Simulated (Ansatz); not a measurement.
Values for one crystal, relaxed and computed with DFT-LDA in the program Ansatz with PAW potentials; other levels are named.

* **Volume per atom**: 18.30 Å³
* **Electronic character**: metallic (no gap)
* **Poisson's ratio**: 0.18
* **Bulk modulus (Birch–Murnaghan fit)**: 85.0 GPa
* **Hill bulk and shear moduli**: 85.9 and 70.1 GPa
* **Young's modulus**: 165 GPa
* **Elastic constants (relaxed ions, GPa)**: C11 = 178, C12 = 40.0, C44 = 70.8

**Question.** Which of these materials gives this?
(A) Al3Ni2, La2O3 or Ni2Al3 type
(B) TiPt3, Cu3Au type
(C) YAl3, Cu3Au type
(D) YPd3, Cu3Au type

**Answer.** C, YAl3, Cu3Au type

Space group Pm-3m (Cu3Au type). The workflow started from a Materials Project entry (that database holds measured and hypothetical structures alike); the Crystallography Open Database copy checked does not list it. Whether it is the stable phase at ambient conditions was not checked. The LDA relaxation kept the symmetry of its start; whether a distortion lowers the energy is not shown. No spin polarisation was allowed. As this level gives no gap, shear constants depend on the k-mesh and smearing (Fermi–Dirac, 0.1 eV here). Scalar-relativistic: spin–orbit coupling is off unless named, which matters more the heavier the elements.

Potentials: the later of the program's two PAW sets.
